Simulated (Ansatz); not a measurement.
ZrN in space group P6/mmm (No. 191; Zr on 3f, N on 1a, N on 2d) under volume change, the program Ansatz at the PBE level (PAW), shape and atoms relaxed at each volume.

```json
[
 {"V (Å³/atom)": "13.086", "E − E(relaxed) (meV/atom)": "73.1", "P (GPa)": "19.59"},
 {"V (Å³/atom)": "13.518", "E − E(relaxed) (meV/atom)": "30.8", "P (GPa)": "12.04"},
 {"V (Å³/atom)": "13.949", "E − E(relaxed) (meV/atom)": "7.3", "P (GPa)": "5.56"},
 {"V (Å³/atom)": "14.381", "E − E(relaxed) (meV/atom)": "0.0", "P (GPa)": "0.00"},
 {"V (Å³/atom)": "14.812", "E − E(relaxed) (meV/atom)": "6.6", "P (GPa)": "-4.78"},
 {"V (Å³/atom)": "15.243", "E − E(relaxed) (meV/atom)": "25.1", "P (GPa)": "-8.87"},
 {"V (Å³/atom)": "15.675", "E − E(relaxed) (meV/atom)": "53.8", "P (GPa)": "-12.37"}
]
```

**Question.** What does a third-order Birch–Murnaghan fit give for V₀, B₀ and B′?

**Answer.** V₀ = 14.38 Å³/atom, B₀ = 171 GPa, B′ = 4.1.

The cell is a constructed one: a structure type filled with these elements; neither database checked (COD, Materials Project) lists it. It is not the phase usual at ambient conditions (space group No. 225). The cell was relaxed with PBE under the symmetry of its start; whether a distortion lowers the energy is not shown. No spin polarisation was allowed.

Potentials: the later of the program's two PAW sets.
